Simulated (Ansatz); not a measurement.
The relaxed structure here is a generated cell of CsPbCl3: the first start was made by placing the elements on the sites of a structure type, and the end was not matched to a known phase here, so it may be hypothetical. Known forms of CsPbCl3 include space group No. 221.

The end point of a relaxation of CsPbCl3. Calculation: PBE (plane waves to 420 eV, PAW, scalar-relativistic; Ansatz, a first-principles code).

```
CELL_PARAMETERS angstrom
      7.75992     0.00000     0.00000
     -3.87996     6.72029     0.00000
      0.00000     0.00000     7.35390
ATOMIC_POSITIONS crystal
  Cs 0.33333 0.66667 0.75000
  Cs 0.66667 0.33333 0.25000
  Pb 0.00000 0.00000 0.00000
  Pb 0.00000 0.00000 0.50000
  Cl 0.16766 0.33533 0.25000
  Cl 0.66467 0.83234 0.25000
  Cl 0.16766 0.83234 0.25000
  Cl 0.83234 0.66467 0.75000
  Cl 0.33533 0.16766 0.75000
  Cl 0.83234 0.16766 0.75000
```

Task: Find the space group and the Wyckoff positions (tolerance 0.01 Å).

Result: Space group P6₃/mmc (No. 194); a = b = 7.7599 Å, c = 7.3539 Å, α = β = 90.00°, γ = 120.00°

| atom | site | symmetry | x | y | z |
|---|---|---|---|---|---|
| Cs | 2d | -6m2 | 0.6667 | 0.3333 | 0.2500 |
| Pb | 2a | -3m. | 0.0000 | 0.0000 | 0.0000 |
| Cl | 6h | mm2 | 0.1677 | 0.3353 | 0.2500 |

Task: Give the shortest distances between elements (the closest pairs, up to four, under 3.6 Å).

Result: Cl–Pb 2.91 Å.

| Property | Result |
|---|---|
| Volume per atom | 38.35 Å³ |
| Band gap | 3.58 eV, indirect (valence top at K, conduction bottom at Γ) (no spin-orbit coupling) |
| Smallest direct gap | 3.71 eV at M |

No spin polarisation in the result.

The run could not lose the symmetry of its start: the end is stationary, and may be a saddle point rather than a minimum.
